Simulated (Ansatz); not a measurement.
# ZnPt: do energies and stresses tell the same story?

Theory: DFT r2SCAN, scalar-relativistic, plane waves, PAW (Ansatz).

Cutoff 500 eV; k points 14×14×12 on the computed 2-atom cell (Γ-centred); Gaussian smearing, width 0.10 eV; no spin polarisation.

Relaxed cell: P4/mmm, a = 2.855 Å, b = 2.855 Å, c = 3.471 Å, α = 90.00°, β = 90.00°, γ = 90.00°, 2 atoms in the primitive cell. Whether it is the stable form of this composition wasn't checked.

Energies at zero smearing and pressures from the stress tensor, at volumes with shape and atoms relaxed:
| V (Å³/atom) | E − E(first) (meV/atom) | P (GPa) |
| --- | --- | --- |
| 12.447 | 0.00 | 34.76 |
| 12.871 | -76.78 | 23.56 |
| 13.296 | -126.43 | 14.22 |
| 13.720 | -153.43 | 6.46 |
| 14.144 | -161.65 | -0.01 |
| 14.569 | -154.26 | -5.39 |
| 14.993 | -133.93 | -9.82 |
| 15.559 | -90.43 | -14.61 |

Problem. Check P = −dE/dV between neighbouring volumes, and get the bulk modulus from the pressures alone.

Solution. With 1 eV/Å³ = 160.2 GPa:
```json
{"middle V (Å³/atom)": "12.659", "−ΔE/ΔV (GPa)": "28.990", "mean P (GPa)": "29.161"}
{"middle V (Å³/atom)": "13.084", "−ΔE/ΔV (GPa)": "18.746", "mean P (GPa)": "18.892"}
{"middle V (Å³/atom)": "13.508", "−ΔE/ΔV (GPa)": "10.194", "mean P (GPa)": "10.342"}
{"middle V (Å³/atom)": "13.932", "−ΔE/ΔV (GPa)": "3.106", "mean P (GPa)": "3.228"}
{"middle V (Å³/atom)": "14.356", "−ΔE/ΔV (GPa)": "-2.792", "mean P (GPa)": "-2.697"}
{"middle V (Å³/atom)": "14.781", "−ΔE/ΔV (GPa)": "-7.676", "mean P (GPa)": "-7.605"}
{"middle V (Å³/atom)": "15.276", "−ΔE/ΔV (GPa)": "-12.318", "mean P (GPa)": "-12.218"}
```

The two differ by 0.17 GPa at most. The mean of two end pressures misses the average over a step by about ΔV² P″/12, up to 0.17 GPa here; with that taken off 0.03 GPa remains. The stress is the derivative of the free energy, not of the energy at zero smearing, and with free energies 0.01 GPa remains. Around V = 14.144 Å³/atom, the two neighbours give B = −V ΔP/ΔV = 14.144 × 11.85 / 0.849 = 197.5 GPa, against B0 = 195.9 GPa from the Birch–Murnaghan fit of the energies.

Spin–orbit coupling is left out, which can shift energies with elements as heavy as these.

Cost: 9 runs of about 12 core-minutes in all, on Arm Neoverse V1 (shared hosts).